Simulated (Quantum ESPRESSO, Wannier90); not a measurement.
# TlI (CsCl type): Wannier90 run

```yaml
crystal:
  lattice:
    - [4.23821, 0.00000, 0.00000]
    - [0.00000, 4.23821, 0.00000]
    - [0.00000, 0.00000, 4.23821]
  atoms:
    - { symbol: Tl, position: [0.00000, 0.00000, 0.00000] }
    - { symbol: I, position: [0.50000, 0.50000, 0.50000] }
```

Cell from Materials Project (mp-23197), symmetrised, no further relaxation. COD (Crystallography Open Database) has the formula in 2 space groups, this one among them (matched by group alone). Level: PBEsol, no spin polarisation, no spin-orbit coupling; pw.x of Quantum ESPRESSO at 56 Ry with PseudoDojo potentials, 6×6×6 k-points, Wannier90. Density: 8×8×8 mesh, cold smearing 0.01 Ry. Spin-orbit coupling is left out although heavy elements are present.

Functional, cutoff and mesh named above are those of the base row (6×6×6); the first column says what each row takes instead. Model: 8 functions from bands 1,7-20, start hydrogen-like Tl: s;p; I: s;p, centres 0.05 Å off the atoms, frozen window tied to the conduction edge or Fermi level of each row, as listed, which moves Ω_I and hoppings a little by itself. Energies are relative to the valence-band maximum; the misfit is to pw.x on a path, for states up to 2.6 eV relative to the valence-band maximum. Only the mesh of Bloch states changes. The disentangled Ω_I can sit in another minimum from row to row.

| mesh | frozen to (eV) | Ω_I (Å²) | rms misfit (meV) | k-points (cost) | rough cost of nscf and overlaps (first row = 1) |
|---|---|---|---|---|---|
| 2×2×2 | 3.14 | 10.11 | 140 | 8 | 1.0 |
| 3×3×3 | 3.14 | 12.49 | 171 | 27 | 1.7 |
| 4×4×4 | 3.14 | 13.41 | 23 | 64 | 3 |
| 5×5×5 | 3.14 | ___ | 13 | 125 | 5 |
| 6×6×6 | 3.13 | 14.09 | 16 | 216 | 10 |
| 7×7×7 | 3.14 | 14.52 | 13 | 343 | 13 |

Task: Fill in the missing entries.

Result: 
- 5×5×5, Ω_I (Å²): 14.06
